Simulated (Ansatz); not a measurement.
**HfN (CrB-type structure)**

Computed with Ansatz (plane waves, PAW, 420 eV cutoff): PBEsol, scalar-relativistic, no spin polarisation, 10×10×10 k-mesh, Gaussian smearing of 0.05 eV. The datasets are Ansatz's generated set soft_2.

```yaml
crystal:
  lattice:
    - [1.57682, -5.40052, 0.00000]
    - [1.57682, 5.40052, 0.00000]
    - [0.00000, 0.00000, 3.07878]
  atoms:
    - { symbol: Hf, position: [0.85514, 0.14486, 0.25000] }
    - { symbol: Hf, position: [0.14486, 0.85514, 0.75000] }
    - { symbol: N, position: [0.65008, 0.34992, 0.25000] }
    - { symbol: N, position: [0.34992, 0.65008, 0.75000] }
```

This is a trial structure; measured cells of the compound in the Crystallography Open Database are in space group Fm-3m (rock salt).

The cell is relaxed to zero pressure at this level.

Path: Γ–Y–C0 | Σ0–Γ–Z–A0 | E0–T–Y | Γ–S–R–Z–T, with Γ = (0.000, 0.000, 0.000), Y = (-0.500, 0.500, 0.000), C0 = (-0.271, 0.729, 0.000), Σ0 = (0.271, 0.271, 0.000), Z = (0.000, 0.000, 0.500), A0 = (0.271, 0.271, 0.500), E0 = (-0.271, 0.729, 0.500), T = (-0.500, 0.500, 0.500), S = (0.000, 0.500, 0.000), R = (0.000, 0.500, 0.500) in reciprocal vectors of the calculation's cell.

Problem. Is it a metal or an insulator, and if it has a gap, where are the band edges on this path?

Solution. A metal: bands cross the Fermi level.

Levels between -4 and 4 eV from the Fermi level at the path's named points:
```tsv
point	below E_F (eV)	above E_F (eV)
Γ	-3.06 -3.06 -2.86 -2.71 -2.40 -2.11 -1.72 -0.82	1.67 2.50 3.33
Y	-3.03 -2.82 -2.75 -2.26 -2.25 -1.01	1.41 2.37 2.83 3.22 3.87
C0 and Σ0	-0.07	3.39 3.54 3.83 3.90
Z		0.71 0.71 3.76 3.76
A0 and E0	-3.17 -3.17 -1.11 -1.11	2.23 2.23
T		3.21 3.21 3.43 3.43 3.52 3.52
S		0.04 3.20 3.23 3.83
R	-3.86 -3.86 -3.32 -3.32 -0.94 -0.94	1.77 1.77
```

A formal count (Hf⁴⁺, N³⁻) leaves 1 electron a formula unit beyond the anions' closed shells. It goes into the bands above the anion p states, which fits the metal found.

No spin–orbit coupling, a notable omission for heavy elements.
